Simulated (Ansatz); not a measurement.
Put RbNa2 in P6/mmm (No. 191): Rb on 2d; Na on 2c and 2e.

The calculation used DFT PBE, scalar-relativistic, plane waves, PAW in Ansatz 0.2.0. Cutoff 420 eV, Γ-centred mesh, Gaussian smearing, no spin polarisation.

Energies over the elements count from the elements' standard structures at the same level, with no fitted energy shifts.

Question: Which cell and coordinates does it relax to?

Answer:

Space group P6/mmm (No. 191). a = 6.725 Å, b = 6.725 Å, c = 8.000 Å, α = 90.00°, β = 90.00°, γ = 120.00°
```json
{"atom": "Rb", "site": "2d", "symmetry": "-6m2", "x": "0.3333", "y": "0.6667", "z": "0.5000"}
{"atom": "Na", "site": "2c", "symmetry": "-6m2", "x": "0.3333", "y": "0.6667", "z": "0.0000"}
{"atom": "Na", "site": "2e", "symmetry": "6mm", "x": "0.0000", "y": "0.0000", "z": "0.7786"}
```

Around Rb lie 3 Rb at 3.88 Å, 2 Na at 4.00 Å and 6 Na at 4.48 Å; around Na on a site of symmetry -6m2 lie 3 Na at 3.88 Å, 2 Rb at 4.00 Å and 6 Na at 4.27 Å; Na on a site of symmetry 6mm is surrounded by 1 Na at 3.54 Å, 7 Na at 4.27–4.46 Å and 6 Rb at 4.48 Å. Another local minimum with the same sites may exist.

Question: And its energy and gap?

Answer: The formation energy is +0.08 eV/atom and the gap on the 6×6×6 mesh of the 6-atom cell is 0 eV (a metal). A positive value: parting into the elements would lower its energy.

The last run used Gaussian smearing of 0.10 eV. A structure relaxed within its symmetry needn't be a true minimum.
